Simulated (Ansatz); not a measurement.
TaN, DFT, PBEsol, all-electron PAW with datasets made for the crystal, scalar-relativistic (Ansatz 0.2.0), run on 2 threads of Arm Neoverse V1 on a shared host.

The cell comes from COD entry 2106407, which wasn't checked; take it as a given geometry. The listed cell was then made from it by scaling, straining or moving an atom.

Command: `ansatz run input.yaml --threads 2 --pin off --max-ram 8192MiB --backend cpu --events-out ev --progress --plain --runs-dir out`

```yaml
crystal:
  lattice:
    - [5.2979091092, 0.0, 0.0]
    - [-2.6489545546, 4.5881238755, 0.0]
    - [0.0, 0.0, 2.9680929261]
  atoms:
    - { symbol: Ta, position: [0.3333333333, 0.6666666667, 0.5] }
    - { symbol: Ta, position: [0.6666666667, 0.3333333333, 0.5] }
    - { symbol: Ta, position: [0.0, 0.0, 0.0] }
    - { symbol: "N", position: [0.39285, 0.0, 0.0] }
    - { symbol: "N", position: [0.60715, 0.60715, 0.0] }
    - { symbol: "N", position: [0.0, 0.39285, 0.0] }
kpoints:
  mp_grid: { grid: [6, 6, 9] }
scf:
  occupations: { method: fermi_dirac, width: 0.01 }
hamiltonian:
  xc: pbesol
  pseudopotentials: { kind: all_electron, datasets: crystal }
output:
  forces: true
  stress: true
  eigenvalues: true
  efg: { contact_densities: true }
```

**Question.** How large is the problem that the program sets up?

**Answer.** 35 irreducible k-points, 1835 plane waves at Γ, 64 bands.

**Question.** Estimate the wall time and the peak memory.

**Answer.** 78 s of wall time for 10 SCF iterations, with a peak of 1.4 GiB. Times on shared machines scatter by tens of per cent.

**Question.** And the same cell and mesh by PAW with the default files, asked for forces, stress, eigenvalues, efg, on the same hardware?

**Answer.** 5.6 s, peak memory 0.37 GiB.
